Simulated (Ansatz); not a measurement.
Elastic constants of CdS: input and output

Computed with DFT LDA, scalar-relativistic, plane waves, PAW in Ansatz 0.2.0.

Launched with:
```bash
ansatz run input.yaml --threads 1 --pin off --max-ram 3072MiB --backend cpu --events-out ev --progress --plain --runs-dir out
```

Input (bare energies are in eV):
```yaml
crystal:
  lattice:
    - [0.0, 2.8782537451, 2.8782537451]
    - [2.8782537451, 0.0, 2.8782537451]
    - [2.8782537451, 2.8782537451, 0.0]
  atoms:
    - { symbol: Cd, position: [0.0, 0.0, 0.0] }
    - { symbol: S, position: [0.25, 0.25, 0.25] }
basis:
  ecutwfc: 420
kpoints:
  mp_grid: { grid: [8, 8, 8] }
hamiltonian:
  xc: lda
scf:
  occupations: { method: fixed }
output:
  forces: true
  stress: true
  eigenvalues: true
  polarization: {}
elastic:
  mode: relaxed_ion
  stencil: two_point
```

From the output:
```
--- Elastic constants: 2 strain directions × 2 members + reference (group order 24) ---
  dense FFT box of the reference and of every strained cell: 30×30×30
  strains applied: 11, 23; error gains: componentwise 1.00 (the most a stress slope's error grows in a printed constant), spectral 1.73 (1 for all six strains in a standard setting)
  C = ∂σ_k/∂η_j (tension-positive GPa; Voigt order 11 22 33 23 13 12):
        81.738     61.259     61.259      0.000     -0.000     -0.000
        61.259     81.738     61.259      0.000      0.000      0.000
        61.259     61.259     81.738      0.000      0.000     -0.000
        -0.000      0.000      0.000     27.759      0.000     -0.000
        -0.000     -0.000     -0.000      0.000     27.759      0.000
        -0.000      0.000     -0.000      0.000      0.000     27.759
  reference stress σ⁰ (GPa):     -0.003     -0.003     -0.003     -0.000      0.000      0.000
  C* (energy form; C + prestress term) asymmetry max|C*_kj − C*_jk| = 1.421e-14 GPa — a small one proves nothing (zero by symmetry where the batch's group is 432, −43m or m−3m); a large one is finite-difference/SCF noise where every solve ...
  moduli (Voigt/Reuss/Hill, GPa): K = 68.09/68.09/68.09   G = 20.75/16.48/18.62   E = 51.18   ν = 0.375
  mechanically stable: yes (min eigenvalue of sym C = 20.48 GPa)
  e, the proper piezoelectric tensor (elastic.mode: relaxed_ion; C/m²; rows x y z; Voigt order 11 22 33 23 13 12):
       0.00000   -0.00000   -0.00000    0.30240   -0.00000   -0.00000
      -0.00000   -0.00000    0.00000    0.00000    0.30240   -0.00000
      -0.00000    0.00000    0.00000    0.00000   -0.00000    0.30240
  ±, each entry's uncertainty from the finite density of the strings (C/m²), an estimate: the size of the correction for it that the entry includes:
       0.00000    0.00000    0.00000    0.00356    0.00000    0.00000
       0.00000    0.00000    0.00000    0.00000    0.00356    0.00000
       0.00000    0.00000    0.00000    0.00000    0.00000    0.00356
  the group's symmetry takes up to 1.8e-8 C/m² out of the measured responses: error of the strings' finite density and of the mesh across them, as far as it breaks the symmetry (raise kpoints.mp_grid and any string_points); the largest step ...
  strain η (Voigt 11):  stress-route row diagonal C_11 = 81.74 GPa, energy-path curvature d²(F+E_count+ΔE)/dδ²/Ω₀ = 81.73 GPa
         δ    σ_11 (GPa) F (eV) n_scf n_hpsi n_pw
    -2.000e-3      -0.1670       -8988.6446937       9   21310    946   relax 0 steps, max|allowed force component| 4.16e-17 eV/Å
     2.000e-3       0.1600       -8988.6446990       9   21455    950   relax 0 steps, max|allowed force component| 4.16e-17 eV/Å
  strain η (Voigt 23):  stress-route row diagonal C_44 = 27.76 GPa, energy-path curvature d²(F+E_count+ΔE)/dδ²/Ω₀ = 27.77 GPa
         δ    σ_23 (GPa) F (eV) n_scf n_hpsi n_pw
    -2.000e-3      -0.0555       -8988.6447281       2   13633    950   relax 3 steps, max|allowed force component| 1.11e-7 eV/Å
     2.000e-3       0.0555       -8988.6447281       2   13773    950   relax 3 steps, max|allowed force component| 1.09e-7 eV/Å
--- Formal polarisation (Berry phase): one branch of a lattice of values; only differences between neighbouring runs are physical ---
  axis mesh electronic ionic p = total spread (rad) least overlap resolved gap  δp at fixed H ≤   (phases in cycles; p mod 2; gap in eV; gap and δp judge the states as solved, not the mesh's step, its ...
  b1    8×8×8          -0.00000000     1.50000000     1.50000000      0.232677         0.8410        0.9469           3.9e-6
  b2    8×8×8           0.00000000     1.50000000     1.50000000      0.232677         0.8410        0.9469           3.9e-6
  b3    8×8×8           0.00000000     1.50000000     1.50000000      0.232677         0.8410        0.9469           3.9e-6
  quantum along a1:   0.17070917 e/Å² =   273.506237 µC/cm²
  quantum along a2:   0.17070917 e/Å² =   273.506237 µC/cm²
  quantum along a3:   0.17070917 e/Å² =   273.506237 µC/cm²
  P = (  0.18106441,   0.18106441,   0.18106441) e/Å² = (  290.097173,   290.097173,   290.097173) µC/cm²  (mod the quanta)
```

Time: 49 s on 1 thread of Intel(R) Xeon(R) 6975P-C (Granite Rapids), with other jobs on the host, peak memory 0.48 GiB.

This zinc-blende form isn't the usual stable structure of the compound.